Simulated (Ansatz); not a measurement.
One crystal and one scan (scan of one atom of the cell) at two levels, PBE (plane waves to 420 eV, PAW, scalar-relativistic; Ansatz, an electronic-structure program) and r2SCAN (plane waves to 500 eV, PAW, scalar-relativistic; Ansatz), each from its own relaxed cell and on its own mesh. The cell shown is that of PBE.

Te (trigonal-Te type, space group P3_121)

```
CELL_PARAMETERS angstrom
      4.52090     0.00000     0.00000
     -2.26045     3.91521     0.00000
      0.00000     0.00000     5.95427
ATOMIC_POSITIONS crystal
  Te 0.26811 0.00000 0.33333
  Te 0.00000 0.26811 0.66667
  Te 0.73189 0.73189 0.00000
```

Scan: atom 1 (Te, nearest neighbour Te at 2.889 Å; its periodic images, 4.5 Å or more away, move with it) is displaced along Cartesian [111], direction (0.577, 0.577, 0.577) in Cartesian axes, by s. The other atoms stay.

Energies are smeared free energies. Spin-orbit coupling is left out, though Te is heavy. Te was relaxed with its symmetry unable to fall. As the smearing reaches across the gap at some points, energies and forces of such displacements shift with the k mesh and the smearing. Percentages come from the unrounded values.

Results of PBE:

```
Quantity                                                                                                                  Result
----------------------------------------------------------------  --------------------------------------------------------------
Lattice constant a (Å)                                                                                                     4.521
Lattice constant c (Å)                                                                                                     5.954
Relaxed volume (Å³/atom)                                                                                                   35.13
Band gap of the relaxed cell, no spin-orbit coupling (eV)                                                                   0.23
Force constant k = d²E/ds² at s = 0 (finite differences) (eV/Å²)                                                            3.88
Shape of the curve                                                a single well with its minimum at or next to zero displacement
```

Q: Estimate the r2SCAN values.

A: 
```
quantity                                                          r2SCAN     PBE − r2SCAN
----------------------------------------------------------------  ------  ---------------
Lattice constant a (Å)                                             4.624  -0.103 (-2.2 %)
Lattice constant c (Å)                                             5.903  +0.051 (+0.9 %)
Relaxed volume (Å³/atom)                                           36.44   -1.31 (-3.6 %)
Band gap of the relaxed cell, no spin-orbit coupling (eV)           0.55    -0.32 (-58 %)
Force constant k = d²E/ds² at s = 0 (finite differences) (eV/Å²)    4.88    -1.00 (-21 %)
```

PBE gives the higher value for: lattice constant c. PBE gives the lower value for: lattice constant a; relaxed volume; band gap of the relaxed cell, no spin-orbit coupling; force constant k = d²E/ds² at s = 0. Both give the same shape of the curve: a single well with its minimum at or next to zero displacement.

(For displaced atoms, the force is minus the slope of the energy, and its curvature is a force constant, which sets phonon frequencies.)
